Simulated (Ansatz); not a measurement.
IrW:
```yaml
crystal:
  lattice:
    - [1.39168, -5.11623, 0.00000]
    - [1.39168, 5.11623, 0.00000]
    - [0.00000, 0.00000, 4.34073]
  atoms:
    - { symbol: W, position: [0.66313, 0.33687, 0.25000] }
    - { symbol: Ir, position: [0.92408, 0.07592, 0.25000] }
    - { symbol: W, position: [0.33687, 0.66313, 0.75000] }
    - { symbol: Ir, position: [0.07592, 0.92408, 0.75000] }
```

Relaxed with PBE. Special points in fractions of this cell's reciprocal vectors: Γ (0.000, 0.000, 0.000); Y (-0.500, 0.500, 0.000); C0 (-0.268, 0.732, 0.000); Σ0 (0.268, 0.268, 0.000); Z (0.000, 0.000, 0.500); A0 (0.268, 0.268, 0.500); E0 (-0.268, 0.732, 0.500); T (-0.500, 0.500, 0.500); S (0.000, 0.500, 0.000); R (0.000, 0.500, 0.500).

Problem. List the band energies nearest the Fermi level at these points for PBE in the plane-wave PAW code Ansatz.

Solution. In eV from the Fermi level; about four levels below and three above (degenerate sets whole), none deeper than 8.9 eV; points with the same levels are listed once.

| k | below | above |
|---|---|---|
| Γ | -1.45 -1.44 -0.89 -0.79 -0.60 | 0.78 1.63 2.25 |
| Y | -1.22 -1.22 -1.17 -1.13 -0.83 | 1.22 2.76 2.88 |
| C0 | -2.18 -1.73 -1.57 -0.71 | 0.37 1.49 1.96 |
| Z | -2.06 -2.06 -0.88 -0.88 | 0.12 0.12 1.35 1.35 |
| A0 | -1.44 -1.44 -0.28 -0.28 | 0.07 0.07 2.37 2.37 |
| T | -1.28 -1.28 -0.88 -0.88 | 1.95 1.95 2.42 2.42 |
| S | -2.20 -2.14 -0.95 -0.83 | 0.49 1.47 1.85 |
| R | -0.44 -0.44 -0.22 -0.22 | 1.76 1.76 3.24 3.24 |

Space group Cmcm. The start of the workflow was typed in or built on a structure type; neither database checked (COD, Materials Project) lists it. COD files the formula under space group No. 51. Whether it is the stable phase at ambient conditions was not checked. Symmetry was held in the PBE relaxation; whether a distortion lowers the energy is not shown. No spin polarisation was allowed. Scalar-relativistic: spin–orbit coupling is off unless named, which matters more the heavier the elements.

Potentials: the later of the program's two PAW sets.
